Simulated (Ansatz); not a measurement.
Theory: DFT PBE, scalar-relativistic, plane waves, PAW (Ansatz 0.2.0). Settings: cutoff 420 eV, Γ-centred meshes spaced at most about 0.3 Å⁻¹ (2π included), Gaussian smearing. No spin polarisation in the final relaxations.

These are static total energies at zero pressure.

Compare these two cells of Sn₄Se₃S, each relaxed at this level.

A.

```
Sn Se S
1.0
     4.24623    0.00000    0.00000
     0.00000    6.01417    0.00000
     0.00000    0.00000    8.49632
Sn Se S
4 3 1
Direct
  0.00000 0.00000 0.00000
  0.50000 0.50000 0.24176
  0.00000 0.00000 0.50000
  0.50000 0.50000 0.75824
  0.50000 0.00000 0.24919
  0.00000 0.50000 0.50000
  0.50000 0.00000 0.75081
  0.00000 0.50000 0.00000
```

B.

```
Sn Se S
1.0
    -3.00691    3.00691    6.00814
     3.00691   -3.00691    6.00814
     3.00691    3.00691   -6.00814
Sn Se S
4 3 1
Cartesian
  0.0000 3.0069 0.0000
  0.0000 0.0000 3.0849
  3.0069 0.0000 0.0000
  0.0000 0.0000 8.9314
  0.0000 3.0069 3.0041
  3.0069 0.0000 3.0041
  0.0000 0.0000 0.0000
  0.0000 0.0000 6.0081
```

Question: Which placement of the atoms is lower in energy, and by how much?

Answer: They are level within the accuracy (2 meV/atom apart, with A the lower in these runs). The two share one framework of sites and differ in which element sits where. A has Se and S ordered on rock salt sites, space group Pmmm (No. 47), 27.1 Å³/atom and a gap of 0.32 eV on its mesh; B has Se and S ordered on rock salt sites, space group I4/mmm (No. 139), 27.2 Å³/atom and a gap of 0.14 eV. Counting S or Se atoms around Sn (for each partner element, those within 1.25 times its shortest distance or 1.15 times the sum of covalent radii, where it is the nearest in units of that sum or under 1.3), A and B both have Sn 6. Both come from invented guesses.

Kohn–Sham gaps at this level usually fall short of measured ones. Cells relaxed within their symmetry can be saddle points.
